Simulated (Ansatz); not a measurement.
Ga (α-Ga, space group No. 64) at seven volumes, r²SCAN (plane waves, PAW; program Ansatz), shape and atoms relaxed at each. One row is withheld.

| V (Å³/atom) | P (GPa) |
|---|---|
| 17.484 | 7.43 |
| 18.060 | 4.49 |
| 18.637 | 2.06 |
| 19.213 | 0.00 |
| 19.789 | ? |
| 20.366 | -3.16 |
| 20.942 | -4.36 |

### Question
Fit the shown pressures and predict the withheld one.

### Answer
P = (3/2)B₀(x^(7/2) − x^(5/2))[1 + (3/4)(B′ − 4)(x − 1)] with x = (V₀/V)^(2/3). Least squares on the six rows gives V₀ = 19.213 Å³/atom, B₀ = 62.5 GPa, B′ = 4.89. At V = 19.789, x = 0.9805 and P = -1.72 GPa. The run itself gave -1.73 GPa.

Space group Cmce (α-Ga). Symmetry was held in the r²SCAN relaxation; of distortions, only those at the zone centre were tested.

Potentials: the later of the program's two PAW sets.
